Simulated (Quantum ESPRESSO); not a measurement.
Ti4Rh2ZnHf, one composition in several site orders

Computed values, not a measurement. The program is pw.x of Quantum ESPRESSO 7.5 (plane-wave density functional theory). The cell is made up: eight metal atoms on a face-centred cubic lattice, with elements, volume, strain and displacements drawn at random and not relaxed, so it may be unstable or far from any real phase. PseudoDojo standard norm-conserving files set the functional (PBE unless stated); there is no spin polarisation or spin-orbit coupling, the Fermi-Dirac width of 0.25 eV means electrons at about 2900 K, and the masses in the input are unused placeholders. Heavy elements are run without spin-orbit coupling, which real alloys of them have. A spin test at this wide smearing found no moment, but such smearing suppresses magnetism that the real alloy may have.

The runs put one composition on the sites in different orders. Cell, positions, cutoff, mesh and smearing stay as in the input of run 1; sites are counted in its order. Stress in the tables is positive in tension.

Input of run 1:

```
&control calculation='scf', pseudo_dir='./dojo.nc.sr.pbe.v0_5.standard.upf', outdir='./o', disk_io='minimal', tprnfor=.true., tstress=.true. /
&system ibrav=0, nat=8, ntyp=4, nbnd=74, ecutwfc=87.97787729, nosym=.true., tot_charge=0,
 occupations='smearing', smearing='fd', degauss=0.0183746611
/
&electrons conv_thr=1.470e-08, electron_maxstep=70, mixing_beta=0.5 /
ATOMIC_SPECIES
Hf 1.0 Hf.upf
Rh 1.0 Rh.upf
Ti 1.0 Ti.upf
Zn 1.0 Zn.upf
CELL_PARAMETERS angstrom
1.992 4.0786 1.9901
1.9847 -4.0335 1.9073
2.0983 -0.0602 -5.9562
ATOMIC_POSITIONS angstrom
Ti -0.0266 -0.0366 -0.0662
Ti 1.9533 -2.0013 0.0216
Ti 2.0427 0.0589 -1.9806
Rh 4.1007 -2.1037 -1.9856
Zn 2.0027 0.0415 1.9796
Rh 2.0105 2.1 0.0103
Ti 3.9747 0.0049 -0.0446
Hf 4.0869 1.9815 -1.9975
K_POINTS automatic
6 6 4 1 1 1
```

| run | elements on sites 1 to 8 | free energy less that of run 1 (eV) | -TS (eV) | pressure (GPa) | stress xx (GPa) | stress yy (GPa) | stress zz (GPa) | stress yz (GPa) | stress xz (GPa) | stress xy (GPa) | iterations |
| --- | --- | --- | --- | --- | --- | --- | --- | --- | --- | --- | --- |
| 1 | Ti Ti Ti Rh Zn Rh Ti Hf | 0.000 | -2.033 | 3.19 | -2.95 | -4.47 | -2.15 | 0.49 | 1.39 | -0.82 | 21 |
| 2 | Rh Ti Hf Zn Ti Ti Ti Rh | 0.267 | -2.056 | 3.80 | -4.44 | -2.89 | -4.07 | 3.55 | -1.85 | 2.15 | 19 |
| 3 | Ti Rh Hf Ti Ti Zn Ti Rh | -0.360 | -2.080 | 2.65 | -3.44 | -0.18 | -4.33 | 1.35 | 0.16 | 0.03 | 18 |
| 4 | Ti Ti Rh Rh Ti Hf Ti Zn | 0.497 | -2.088 | 4.14 | -3.32 | -4.21 | -4.90 | 4.01 | -2.00 | 2.43 | 19 |
| 5 | Ti Ti Rh Ti Rh Zn Hf Ti | -0.254 | -2.061 | 3.57 | -2.65 | -4.90 | -3.16 | 1.27 | 0.31 | -0.40 | 18 |
| 6 | Ti Ti Zn Ti Rh Hf Rh Ti | -0.288 | -2.093 | 3.31 | -3.49 | -1.37 | -5.08 | 0.22 | -0.37 | -0.37 | 18 |

Forces Fx Fy Fz (eV/Å):

| site | run 1 | run 2 | run 3 | run 4 | run 5 | run 6 |
| --- | --- | --- | --- | --- | --- | --- |
| 1 | 0.55 0.12 0.38 | 0.11 0.06 0.22 | 0.05 0.27 0.91 | -0.02 0.28 1.05 | 0.76 0.34 -0.24 | -0.24 0.55 1.07 |
| 2 | 0.62 -0.01 -0.73 | -0.43 -0.10 0.33 | 0.06 0.03 -0.13 | 0.60 -0.09 -0.80 | 0.02 0.01 -0.16 | 0.54 0.08 -0.55 |
| 3 | -0.05 -0.27 -0.37 | 0.03 -0.67 -0.01 | -0.26 -0.79 0.08 | 0.06 -0.51 0.41 | -0.27 -0.34 0.01 | 0.32 -0.56 -0.24 |
| 4 | -0.27 0.09 -0.33 | -0.22 0.69 -0.71 | -0.24 0.63 -0.67 | -0.30 0.48 -0.49 | 0.22 -0.08 -0.82 | -0.77 0.27 -0.02 |
| 5 | -0.22 -0.15 -0.49 | -0.17 -0.10 -0.14 | 0.15 -0.23 -0.66 | -1.62 0.02 1.03 | -0.15 -0.18 0.08 | -0.77 -0.09 0.29 |
| 6 | -0.25 -0.24 0.10 | -0.52 -0.20 0.65 | 0.01 -0.40 -0.04 | 0.56 -0.66 -0.62 | -0.18 -0.56 0.20 | 0.23 -0.62 -0.67 |
| 7 | -0.34 -0.31 0.89 | 1.35 0.01 -0.66 | 0.35 0.10 0.09 | 0.67 0.18 -0.71 | -0.43 0.13 0.67 | 0.46 0.11 -0.10 |
| 8 | -0.05 0.75 0.55 | -0.15 0.31 0.32 | -0.11 0.39 0.40 | 0.05 0.30 0.12 | 0.04 0.68 0.26 | 0.22 0.27 0.21 |

The sites are displaced and not relaxed, so the energy differences mix bonding between neighbours with strain and are not ordering energies. A rerun of one cell of this series at a higher cutoff and on a denser mesh moved values by no more than 0.002 eV in energy, 0.04 GPa in stress and 0.003 eV/Å in force, and a second program with other atomic files agreed on that cell to 2 % rms in force and 0.5 GPa in pressure.